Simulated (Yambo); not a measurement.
Yambo run on KHF₂ (space group I4/mcm, No. 140). The wavefunctions come from this Quantum ESPRESSO step (PBEsol, PseudoDojo standard norm-conserving files, scalar-relativistic):

```
&CONTROL
  calculation = 'nscf'
  pseudo_dir = './pseudo'
  outdir = './out'
/
&SYSTEM
  ibrav = 0
  nat = 8
  ntyp = 3
  ecutwfc = 84.0
  ecutrho = 336.0
  occupations = 'fixed'
  force_symmorphic = .true.
  nbnd = 119
/
&ELECTRONS
  conv_thr = 8e-09
  diago_full_acc = .true.
  diago_thr_init = 1e-08
/
ATOMIC_SPECIES
H 1.0080 H.upf
F 18.9984 F.upf
K 39.0983 K.upf
CELL_PARAMETERS angstrom
 -2.799455000000   2.799455000000   3.352835000000
  2.799455000000  -2.799455000000   3.352835000000
  2.799455000000   2.799455000000  -3.352835000000
ATOMIC_POSITIONS crystal
H   0.500000000000   0.000000000000   0.500000000000
H   0.000000000000   0.500000000000   0.500000000000
F   0.355940000000   0.855940000000   0.211880000000
F   0.644060000000   0.144060000000   0.788120000000
F   0.855940000000   0.644060000000   0.500000000000
F   0.144060000000   0.355940000000   0.500000000000
K   0.750000000000   0.750000000000   0.000000000000
K   0.250000000000   0.250000000000   0.000000000000
K_POINTS automatic
4 4 4 0 0 0
```

Yambo input:

```
rim_cut
gw0
dyson
el_el_corr
HF_and_locXC
ppa
em1d
RandQpts= 1000000
RandGvec= 1 Ry
EXXRLvcs= 84 Ry
VXCRLvcs= 336 Ry
Chimod= "HARTREE"
% BndsRnXp
 1 | 118 |
%
NGsBlkXp= 6 Ry
% LongDrXp
 1.0 | 1.0 | 1.0 |
%
PPAPntXp= 27.2114 eV
% GbndRnge
 1 | 118 |
%
GTermKind= "BG"
DysSolver= "n"
ExtendOut
% QPkrange
 1 | 1 | 24 | 25 |
 3 | 3 | 24 | 25 |
 6 | 6 | 24 | 25 |
 8 | 8 | 24 | 25 |
 13 | 13 | 24 | 25 |
%
```

k points by index: 1 = Γ, 3 = X, 6 = N, 8 = P, 13 = Z.

Resulting energies as the program prints them:

```
#    K-point    Band    Eo [eV]    E [eV]    E-Eo [eV]    Vxc [eV]    Vnlxc [eV]    Sc|Eo [eV]    Sc|E [eV]    dSc/dw|Eo [eV]    Re(Z)    Im(Z)
#
    1    24    -0.057630    -3.042266    -2.984636    -22.23556    -30.39972    4.574279    5.179527    -5.517905    0.831407    -0.973620E-3
    1    25    7.178206    8.498058    1.319852    -8.874509    -4.666805    -2.750342    -2.887852    -2.834921    0.905648    -0.543510E-3
    3    24    -0.203683    -3.218905    -3.015222    -22.00745    -30.15298    4.521917    5.130304    -5.490258    0.832109    -0.975492E-3
    3    25    9.895573    11.45350    1.557926    -9.588245    -5.071528    -2.785927    -2.958790    -3.019179    0.900128    -0.588390E-3
    6    24    -0.254869    -3.260660    -3.005791    -21.86085    -29.97429    4.501074    5.107654    -5.491129    0.832087    -0.976633E-3
    6    25    9.674276    11.36627    1.691994    -10.31763    -5.731026    -2.702814    -2.894608    -3.084402    0.898190    -0.589814E-3
    8    24    -0.236521    -3.013645    -2.777125    -22.70111    -30.28235    4.258975    4.804111    -5.341245    0.835919    -0.930773E-3
    8    25    10.34945    12.17171    1.822266    -10.38879    -5.543889    -2.815750    -3.022638    -3.089233    0.898046    -0.912565E-3
    13    24    0.000000    -2.977758    -2.977758    -22.38885    -30.56564    4.594161    5.199034    -5.527223    0.831170    -0.971693E-3
    13    25    9.652378    11.59802    1.945638    -9.583371    -4.697898    -2.730577    -2.939835    -2.926571    0.902894    -0.560763E-3
```
(The two width columns are left out.) Convergence of these settings isn't established.

Geometry of the Materials Project entry, not relaxed at this level.
